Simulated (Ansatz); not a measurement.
BeTe:
```
BeTe
1.0
    0.00000     2.82843     2.82843
    2.82843     0.00000     2.82843
    2.82843     2.82843     0.00000
Be Te
1 1
Direct
  0.00000   0.00000   0.00000
  0.25000   0.25000   0.25000
```

Relaxed with r²SCAN.

Problem. Give the Bader charges and basin volumes of the independent atoms, plane-wave PAW r²SCAN (Ansatz code).

Solution. 

| atom | Bader charge (e) | Bader volume (Å³) |
|---|---|---|
| Be1 | +1.55 | 3.0 |
| Te2 | -1.55 | 42.2 |

Space group F-43m (zinc blende). The cell was relaxed with r²SCAN under the symmetry of its start. Spin–orbit coupling is left out wherever it is not named.

Potentials: the earlier of the program's two PAW sets. The files were generated under PBE; for other functionals the program regenerates the frozen cores, and for LDA and PBEsol the local potential too.
